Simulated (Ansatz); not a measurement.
CaCl$_{2}$ in space group Pnnm (No. 58; Ca on 2a, Cl on 4g), the program Ansatz at the r²SCAN level (PAW). The conduction-band minimum lies at Γ, with 1 equivalent valley. Second derivatives d²E/dk² of the lowest band at one valley (eV·Å²), along Cartesian directions:

```
direction  d²E/dk²
---------  -------
[100]        6.521
[010]        6.705
[001]        12.05
[110]        6.608
[101]        9.290
[011]        9.382
```

Problem. Find the principal effective masses, the density-of-states mass and the conductivity mass.

Solution. Off-diagonal terms follow from H_xy = H[110] − (H_xx + H_yy)/2, and m*/mₑ = 7.620 eV·Å² over each eigenvalue: 0.63, 1.1, 1.2. One valley's DOS mass (m₁m₂m₃)^(1/3) = 0.94, conductivity mass 3/(Σ 1/mᵢ) = 0.90 mₑ.

Problem. What effective density of states Nc follows at 300 K for parabolic valleys?

Solution. Nc = 2.509e19 × 1 × (0.94)^(3/2) ≈ 2.3e19 cm⁻³.

The workflow started from a Materials Project entry (that database holds measured and hypothetical structures alike); the Crystallography Open Database files this formula in space group No. 58, but the cells were not matched. Whether it is the stable phase at ambient conditions was not checked. The cell was relaxed with r²SCAN under the symmetry of its start; whether a distortion lowers the energy is not shown.

Potentials: the later of the program's two PAW sets.

Edges and masses are those of Kohn–Sham bands, whose gap is no quasiparticle gap.
